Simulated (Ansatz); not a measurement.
Pb (fcc, Cu type)

```
Pb
1.0
    0.00000     2.51706     2.51706
    2.51706     0.00000     2.51706
    2.51706     2.51706     0.00000
Pb
1
Cartesian
  0.00000   0.00000   0.00000
```

This relaxed cell (volume V₀) is scaled evenly in all directions, its shape held. Symmetry pins the atoms to their sites.

Calculation: PBE (plane waves to 420 eV, PAW, scalar-relativistic; Ansatz, a first-principles code). k mesh 16×16×16 (Γ-centred), Fermi-Dirac smearing 0.05 eV. The energy includes the smearing's −TS. Stress and pressure are positive under compression. Pb was relaxed with its symmetry unable to fall. Spin-orbit coupling is left out, though Pb is heavy. The PAW data are Ansatz's earlier set. The relaxed volume of Pb is well above the measured one; the method has no dispersion term. The zero of ΔE is the relaxed starting cell. The last digit holds for this mesh only.

| V (Å³/atom) | ΔE (meV/atom) |
|---|---|
| 28.705 | 50.0 |
| 29.236 | 33.5 |
| 29.768 | 20.7 |
| 30.299 | withheld |
| 30.831 | 4.8 |
| 31.362 | 1.2 |
| 31.894 | 0.0 |
| 32.426 | 1.1 |
| 32.957 | 4.1 |
| 33.489 | 9.0 |
| 34.021 | 15.4 |
| 34.552 | 23.3 |
| 35.084 | 32.6 |

Question: Fit a third-order Birch-Murnaghan form (E₀, V₀, B₀, B₀′ free) to the given rows and predict ΔE at V = 30.299.

Answer: Least squares on the 12 given rows: ΔE = E₀ + (9V₀B₀/16)·y²·[2 + (B₀′ − 4)y], y = (V₀/V)^(2/3) − 1, with V₀ = 31.902 Å³/atom, B₀ = 40.10 GPa (160.2 GPa = 1 eV/Å³; the term in eV is multiplied by 1000), B₀′ = 5.28, E₀ = 0.02 meV/atom; root-mean-square residual 0.03 meV/atom. At 30.299 the fit gives 11.2 meV/atom; the calculation gives 11.2 meV/atom, the same to the digits shown. For the pressure the fit gives 2.4 GPa against the computed 2.4 GPa.

(A scan under strain: stresses follow from slopes of the energy per volume, elastic moduli from its curvatures.)
